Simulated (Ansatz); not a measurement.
An Ansatz (a program for electronic structure) input:

Ansatz 0.2 input:
```yaml
crystal:
  lattice:
    - [0.0, 2.2743921085, 2.2743921085]
    - [2.2743921085, 0.0, 2.2743921085]
    - [2.2743921085, 2.2743921085, 0.0]
  atoms:
    - { symbol: Ga, position: [0.0, 0.0, 0.0] }
    - { symbol: N, position: [0.25, 0.25, 0.25] }
kpoints:
  mp_grid: { grid: [8, 8, 8] }
  band_path:
    path:
      - [[0.0, 0.0, 0.0], [0.5, 0.0, 0.5], [0.625, 0.25, 0.625]]  # Γ-X-U
      - [[0.375, 0.375, 0.75], [0.0, 0.0, 0.0], [0.5, 0.5, 0.5], [0.5, 0.25, 0.75], [0.5, 0.0, 0.5]]  # K-Γ-L-W-X
      - [VBM, CBM]
    npoints: 12
basis: { xc_grid: 2 }
hamiltonian:
  xc: pbe
  pseudopotentials: { azcp: { folder: ./paw }, kind: paw_fr }
magnetization: { noncollinear: true, spin_orbit: true }
scf:
  n_extra_bands: 12
  convergence: { dr2_threshold: 0.0000000001 }
  occupations: { method: gaussian, width: 0.01 }
checkpoint: { write: soc.run }
output: { eigenvalues: true }
```

### Question
How many symmetry operations and irreducible k-points will the run report?

### Answer
24 operations, 29 of 512 k-points.

### Question
With a cutoff of 420 eV, how many plane waves at Γ?

### Answer
459.

It took around 11 core-seconds (rough) on shared server cores.

Space group F-43m (zinc blende). The PBE relaxation kept the symmetry of its start.

Potentials: the earlier of the program's two PAW sets.

Ansatz is a plane-wave DFT program.
